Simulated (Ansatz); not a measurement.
Starting cell, BP (zinc blende):

```yaml
crystal:
  lattice:
    - [0.00000, 2.27424, 2.27424]
    - [2.27424, 0.00000, 2.27424]
    - [2.27424, 2.27424, 0.00000]
  atoms:
    - { symbol: P, position: [0.75000, 0.75000, 0.75000] }
    - { symbol: B, position: [0.00000, 0.00000, 0.00000] }
```

Scan: atom 1 (P, nearest neighbour B at 1.970 Å; its periodic images, 3.2 Å or more away, move with it) is displaced along Cartesian [111], direction (0.577, 0.577, 0.577) in Cartesian axes, by s. The other atoms stay.

These are PBE (plane waves to 420 eV, PAW, scalar-relativistic; Ansatz, a program for electronic structure) values and carry that method's errors. k mesh 10×10×10 (Γ-centred), Fermi-Dirac smearing 0.05 eV. Energies are smeared free energies. Left out: 1 of 11 points, with atoms too close for the PAW data. As the smearing reaches across the gap at some points, energies and forces of such displacements shift with the k mesh and the smearing. BP was relaxed with its symmetry unable to fall. The zero of ΔE is the undisplaced structure. The last digit holds for this mesh only.

```
s (Å)   ΔE (meV/cell)
------  -------------
-0.590         1260.1
-0.472         1013.8
-0.354          706.8
-0.236          383.3
-0.118          113.8
0.000             0.0
0.118           149.3
0.236        withheld
0.354          1693.3
0.472          3394.3
```

Task: Fit a polynomial form (powers 2, 3, 4) to the given rows and predict ΔE at s = 0.236.

Result: Least squares on the 9 given rows: ΔE = (9219)·s² + (11280)·s³ + (3027)·s⁴, in meV/cell with s in Å; root-mean-square residual 5.20 meV/cell. At 0.236 the fit gives 671.1 meV/cell; the calculation gives 673.8 meV/cell, so the interpolation is off by -2.7 (-0.4 %). The quadratic term alone would give 513.5 meV/cell.

(For displaced atoms, the force is minus the slope of the energy, and its curvature is a force constant, which sets phonon frequencies.)
